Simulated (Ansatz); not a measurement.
Relaxed candidate structures of Hf3N4:

A. I422 (No. 97), tI14; a = b = 5.579 Å, c = 5.567 Å, α = β = γ = 90.00°; Hf 4c (0.000, 0.500, 0.000); Hf 2a (0.000, 0.000, 0.000); N 8j (0.300, 0.200, 0.250)

B. Im-3m (No. 229), cI14, AFLOW prototype A4B3_cI14_229_c_b (as in Pt3O4); a = 5.4150 Å, b = 5.4150 Å, c = 5.4150 Å, α = 90.00°, β = 90.00°, γ = 90.00°; N 8c (0.250, 0.250, 0.250); Hf 6b (0.000, 0.000, 0.500)

C. P-3m1 (No. 164), hP7; a = b = 5.337 Å, c = 3.865 Å, α = β = 90.00°, γ = 120.00°; Hf 2d (0.667, 0.333, 0.325); Hf 1a (0.000, 0.000, 0.000); N 3e (0.000, 0.500, 0.000); N 1b (0.000, 0.000, 0.500)

D. Amm2 (No. 38), oS14; a = 3.0617 Å, b = 9.3790 Å, c = 5.6869 Å, α = 90.00°, β = 90.00°, γ = 90.00°; Hf 4d (0.000, 0.334, 0.033); Hf 2b (0.500, 0.500, 0.587); N 2b (0.500, 0.500, 0.982); N 4e (0.500, 0.220, 0.237); N 2a (0.000, 0.000, 0.866)

E. P2/m (No. 10), mP7; a = 3.3184 Å, b = 5.0498 Å, c = 5.2815 Å, α = 90.00°, β = 96.57°, γ = 90.00°; Hf 2n (0.421, 0.500, 0.239); Hf 1c (0.000, 0.000, 0.500); N 4o (0.079, 0.237, 0.886)

Problem. Rank these by energy per atom (lowest first), as PBEsol (plane waves to 420 eV, PAW, scalar-relativistic; Ansatz, an electronic-structure program) gives it.

Solution. D (reference), C (+0.73 eV/atom), A (+0.81 eV/atom), B (+0.87 eV/atom), E (+1.11 eV/atom)

The lowest structure calculated, I-43d, cI28, is not among these; it lies 0.17 eV/atom below the lowest of them. Probably no minimum, since a slightly shaken restart fell lower: Im-3m, cI14, AFLOW prototype A4B3_cI14_229_c_b (as in Pt3O4) (by 0.86 eV/atom, to Cm); P-3m1, hP7 (by 0.73 eV/atom, to Amm2). Each run could gain symmetry but not lose that of its start, so entries can be saddle points. All of these are generated cells (placed on structure types, drawn at random, substituted or restacked) that were not matched to a known phase here. Static energies at zero pressure. The runs use different k-meshes, so differences are rounded accordingly. No spin polarisation in the result.
